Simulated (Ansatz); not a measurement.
# Data sheet: RbNb$_{6}$Se$_{8}$ (DFT)

RbNb$_{6}$Se$_{8}$:
```yaml
crystal:
  lattice:
    - [10.04869, 0.00000, 0.00000]
    - [-5.02434, 8.70242, 0.00000]
    - [0.00000, 0.00000, 3.46542]
  atoms:
    - { symbol: Rb, position: [0.00000, 0.00000, 0.00000] }
    - { symbol: Nb, position: [0.10703, 0.61950, 0.75144] }
    - { symbol: Nb, position: [0.89297, 0.38050, 0.24856] }
    - { symbol: Nb, position: [0.38050, 0.48753, 0.75144] }
    - { symbol: Nb, position: [0.61950, 0.51247, 0.24856] }
    - { symbol: Nb, position: [0.51247, 0.89297, 0.75144] }
    - { symbol: Nb, position: [0.48753, 0.10703, 0.24856] }
    - { symbol: Se, position: [0.28167, 0.93809, 0.74644] }
    - { symbol: Se, position: [0.71833, 0.06191, 0.25356] }
    - { symbol: Se, position: [0.06191, 0.34358, 0.74644] }
    - { symbol: Se, position: [0.93809, 0.65642, 0.25356] }
    - { symbol: Se, position: [0.65642, 0.71833, 0.74644] }
    - { symbol: Se, position: [0.34358, 0.28167, 0.25356] }
    - { symbol: Se, position: [0.66667, 0.33333, 0.74898] }
    - { symbol: Se, position: [0.33333, 0.66667, 0.25102] }
```

Space group P-3 (No. 147); conventional cell a = b = 10.049 Å, c = 3.465 Å, α = β = 90.00°, γ = 120.00°.

Method: plane-wave PAW PBEsol (Ansatz code). Structure relaxed to zero pressure with the same functional. Other levels are named where they apply.

**Cell and energy**

```
Property                                                            Result
-----------------------------------------------------  -------------------
Volume per atom                                                   20.20 Å³
Density                                                         6.98 g/cm³
Formation energy from the elements (no fitted shifts)  -94 kJ/mol of atoms
```

**Electronic structure**

```
Property                                                                    Result
------------------------------------  --------------------------------------------
Electronic character                                             metallic (no gap)
Density of states at the Fermi level  0.19 states/eV per atom (mean over ±0.08 eV)
Gap with spin–orbit coupling                                       none (metallic)
```

**Mechanics**

```
Property                              Result
----------------------------------  --------
Bulk modulus (Birch–Murnaghan fit)  92.0 GPa
Pressure derivative B′                   5.4
```

**Charges**

```
Quantity                                         Value
-------------  ---------------------------------------
Bader charges  Rb +0.79, Nb +1.09, Se -1.02 to -0.88 e
```

The workflow started from a Materials Project entry (that database holds measured and hypothetical structures alike); the Crystallography Open Database copy checked does not list it. Its standing as an ambient phase is unchecked. The cell was relaxed with PBEsol under the symmetry of its start; whether a distortion lowers the energy is not shown. The run is not spin-polarised. With an odd number of electrons in the cell and no spin polarisation, the count alone makes it a metal. The references are the lowest solids computed at this level, not always the standard phases. Scalar-relativistic: spin–orbit coupling is off unless named, which matters more the heavier the elements.

Potentials: the later of the program's two PAW sets.
